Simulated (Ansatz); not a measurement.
An Ansatz (a quantum-chemistry and plane-wave program) run. Input:

Ansatz 0.2 input:
```yaml
crystal:
  lattice:
    - [4.3592595318, 0.0, 0.0]
    - [0.0, 4.3592595318, 0.0]
    - [0.0, 0.0, 9.2747019406]
  atoms:
    - { symbol: Ba, position: [0.0, 0.5, 0.6585004227] }
    - { symbol: Ba, position: [0.5, 0.0, 0.3414995773] }
    - { symbol: Cu, position: [0.0, 0.0, 0.0] }
    - { symbol: Cu, position: [0.5, 0.5, 0.0] }
    - { symbol: Te, position: [0.5, 0.0, 0.8391189701] }
    - { symbol: Te, position: [0.0, 0.5, 0.1608810299] }
    - { symbol: F, position: [0.5, 0.5, 0.5] }
    - { symbol: F, position: [0.0, 0.0, 0.5] }
kpoints:
  mp_grid: { grid: [6, 6, 3] }
basis: { xc_grid: 2 }
hamiltonian:
  xc: pbesol
  pseudopotentials: { azcp: { folder: ./paw }, kind: paw }
scf:
  occupations: { method: fixed }
output:
  optics: { e_range: [0.0, 15.0], de: 0.05, sigma: 0.1, bands: { spectra_wanted_up_to: 12 eV } }
```

Output (shortened):

```
output.optics: the spectra are integrated over the Brillouin zone by k·p interpolation around the k-points, where levels, occupations, output.optics.sigma and …
Pseudopotential: Ba, paw, valence charge 10
Pseudopotential: Cu, paw, valence charge 19
Pseudopotential: Te, paw, valence charge 16
Pseudopotential: F, paw, valence charge 7
Functional definition: PBEsol
Crystal: 8 atoms, lattice volume = 176.248 Å³
Basis set: ecut = 420 eV, 3463 PW (Γ), exchange–correlation on 60×60×128 points (8 copies of the dense FFT grid, shifted against one another)
Bands: 63, of which v1, the nominal top of the filled ones, is band 52 counted from 1 (51 counted from 0)
Symmetry: 16 space group operations
Space group: P4/nmm (ITA 129), of the structure as read, at distance tolerance 5.6e-5 Å
k-points: 20 of 108
SCF iter   1: F=—  HF=-40341.415186 eV  |F-HF|=—  |Δ(HF+E_count)|=         —  Δρ=3.51e-1  dr2=3.52e2  ethr=3.10e-3  ⟨swp⟩=5.5  Hψ=4430  notcnv=0  defer=153
WARN: iter 1: σ=0 fill of 52 bands saw a band overlap (occupied 12.7642 eV > unoccupied 11.7942 eV) — on an unconverged iterate often a transient of an (band_overlap_at_count)
preconditioner: auto → Resta (q_TF=auto, 2.499 Å⁻¹)
SCF iter   2: F=—  HF=-40334.055817 eV  |F-HF|=—  |Δ(HF+E_count)|=    7.36e0  Δρ=2.34e-1  dr2=6.18e1  ethr=3.10e-3  ⟨swp⟩=5.0  Hψ=4419  notcnv=0  defer=162
SCF iter   3: F=—  HF=-40319.626097 eV  |F-HF|=—  |Δ(HF+E_count)|=    1.44e1  Δρ=8.80e-2  dr2=9.48e0  ethr=3.10e-3  ⟨swp⟩=4.0  Hψ=2870  notcnv=0  defer=159
SCF iter   4: F=—  HF=-40318.018151 eV  |F-HF|=—  |Δ(HF+E_count)|=    1.61e0  Δρ=6.78e-2  dr2=6.58e0  ethr=3.10e-3  ⟨swp⟩=2.6  Hψ=2642  notcnv=0  defer=158
SCF iter   5: F=—  HF=-40317.099675 eV  |F-HF|=—  |Δ(HF+E_count)|=   9.18e-1  Δρ=1.14e-2  dr2=1.96e-1  ethr=3.10e-3  ⟨swp⟩=2.3  Hψ=1995  notcnv=0  defer=165
SCF iter   6: F=—  HF=-40317.131272 eV  |F-HF|=—  |Δ(HF+E_count)|=   3.16e-2  Δρ=1.19e-2  dr2=1.92e-1  ethr=1.88e-4  ⟨swp⟩=3.2  Hψ=2213  notcnv=0  defer=179
SCF iter   7: F=—  HF=-40317.087667 eV  |F-HF|=—  |Δ(HF+E_count)|=   4.36e-2  Δρ=2.96e-3  dr2=1.99e-2  ethr=1.85e-4  ⟨swp⟩=2.0  Hψ=1838  notcnv=0  defer=178
SCF iter   8: F=—  HF=-40317.086950 eV  |F-HF|=—  |Δ(HF+E_count)|=   7.17e-4  Δρ=6.33e-4  dr2=1.50e-3  ethr=1.91e-5  ⟨swp⟩=2.1  Hψ=2143  notcnv=0  defer=180
SCF iter  17: F=-40317.086852 eV  HF=-40317.086852 eV  |F-HF|=2.18e-11  |Δ(HF+E_count)|=  7.28e-12  Δρ=5.21e-8  dr2=4.12e-12  ethr=1.00e-12  ⟨swp⟩=14.7  Hψ=6656  notcnv=0
SCF 1 converged in 17 iterations: F = -40317.086852 eV  dr2 = 4.12e-12
NSCF: frozen V_eff on 20 k-points
Optics k sum: 0 of 20 k-points
Optics k sum: 1 of 20 k-points
Optics k sum: 2 of 20 k-points
Optics k sum: 3 of 20 k-points
Optics k sum: 4 of 20 k-points
Optics k sum: 5 of 20 k-points
Optics k sum: 6 of 20 k-points
Optics k sum: 7 of 20 k-points
Optics k sum: 8 of 20 k-points
Optics k sum: 9 of 20 k-points
Optics k sum: 10 of 20 k-points
Optics k sum: 11 of 20 k-points
Optics k sum: 12 of 20 k-points
Optics k sum: 13 of 20 k-points
Optics k sum: 14 of 20 k-points
Optics k sum: 15 of 20 k-points
Optics k sum: 16 of 20 k-points
Optics k sum: 17 of 20 k-points
Optics k sum: 18 of 20 k-points
Optics k sum: 19 of 20 k-points
Optics k sum: 20 of 20 k-points
Optics k sum: 0 of 20 k-points
Optics k sum: 1 of 20 k-points
Optics k sum: 2 of 20 k-points
Optics k sum: 3 of 20 k-points
Optics k sum: 4 of 20 k-points
Optics k sum: 5 of 20 k-points
Optics k sum: 6 of 20 k-points
Optics k sum: 7 of 20 k-points
Optics k sum: 8 of 20 k-points
Optics k sum: 9 of 20 k-points
Optics k sum: 10 of 20 k-points
Optics k sum: 11 of 20 k-points
Optics k sum: 12 of 20 k-points
Optics k sum: 13 of 20 k-points
Optics k sum: 14 of 20 k-points
Optics k sum: 15 of 20 k-points
Optics k sum: 16 of 20 k-points
Optics k sum: 17 of 20 k-points
Optics k sum: 18 of 20 k-points
Optics k sum: 19 of 20 k-points
Optics k sum: 20 of 20 k-points
NSCF: frozen V_eff on 1 k-points
NSCF: frozen V_eff on 1 k-points
NSCF: frozen V_eff on 1 k-points
output.optics: what the bands over the 105 summed would add to eps1, eps2 and the energy-loss function is held between a lower and an upper bound (11 Lanczos …
SCF converged after 17 iterations
Free energy (F): -40317.086852 eV
Harris-Foulkes:  -40317.086852 eV  (|F-HF|=2.18e-11)
Internal energy: -40317.086852 eV  (E = F + TS)
E sigma→0 (E₀):  -40317.086852 eV
Fermi energy:    10.548418 eV
--- Per-component energies (eV) ---
  E_band       = -1473.611520
  E_kinetic    = 1585.601004
  E_local      = -19952.155741  (includes V_loc(G=0)·N_el)
  E_nonlocal   = 2302.825630
  E_hartree    = 8978.094254
  E_xc         = -925.579690
  E_vxc        = -834.807544  (∫ρ·V_xc dr)
  E_paw        = -23377.200619  (= ΣΔE_a)
  E_vpaw       = -2531.266907  (= ΣTr[D̂ρ^β])
  E_aug_tail   = 0.003364  (compensation charges beyond the density's cutoff)
  E_ewald      = -8930.224843
  E_core_change = 1.549788  (= ΣΔE_core)
  E_smearing   =  0.000000  (= −TS)
  E_closure    =  0.000000  (closes the sum)
  Σ components = -40317.086852   (vs F -40317.086852, Δ=0.00e0)
  [band-id]    e_kinetic+e_local+e_nonlocal+2·e_hartree+e_vxc+e_vpaw+e_augmentation_tail = -1473.611685   (vs E_band -1473.611520, Δ=-1.65e-4)
--- Band table (eV; the first three rows and the last of 20) ---
  k-point 0: bands = ["-101.2723", "-101.2718", "-58.8364", "-58.8355", "-58.8177", "-58.8177", "-58.8126", "-58.8126", "-26.0689", "-26.0683", "-26.0660", "-26.0660", "-26.0649", "-26.0649", "-26.0649", "-26.0642", "-26.0524", "-26.0521", "-17.1969", …
  k-point 1: bands = ["-101.2723", "-101.2718", "-58.8364", "-58.8355", "-58.8176", "-58.8176", "-58.8126", "-58.8126", "-26.0689", "-26.0683", "-26.0660", "-26.0660", "-26.0649", "-26.0649", "-26.0649", "-26.0642", "-26.0524", "-26.0521", "-17.1968", …
  k-point 2: bands = ["-101.2722", "-101.2718", "-58.8363", "-58.8356", "-58.8173", "-58.8173", "-58.8129", "-58.8129", "-26.0686", "-26.0681", "-26.0660", "-26.0660", "-26.0652", "-26.0651", "-26.0647", "-26.0643", "-26.0523", "-26.0521", "-17.1682", …
  k-point 19: bands = ["-101.2720", "-101.2720", "-58.8359", "-58.8359", "-58.8181", "-58.8181", "-58.8122", "-58.8122", "-26.0667", "-26.0667", "-26.0665", "-26.0665", "-26.0653", "-26.0653", "-26.0650", "-26.0650", "-26.0515", "-26.0515", "-16.9645", …
```

Cost: very roughly 4 core-minutes on shared cores.

The workflow started from a Materials Project entry (that database holds measured and hypothetical structures alike); the Crystallography Open Database copy checked does not list it. Its standing as an ambient phase is unchecked. The PBEsol relaxation kept the symmetry of its start; phonons show weakly imaginary modes. No spin polarisation was allowed. No Hubbard U is applied. Spin–orbit coupling is left out wherever it is not named.

Potentials: the earlier of the program's two PAW sets. The files were generated under PBE; for other functionals the program regenerates the frozen cores, and for LDA and PBEsol the local potential too.

Ansatz is a plane-wave DFT program.
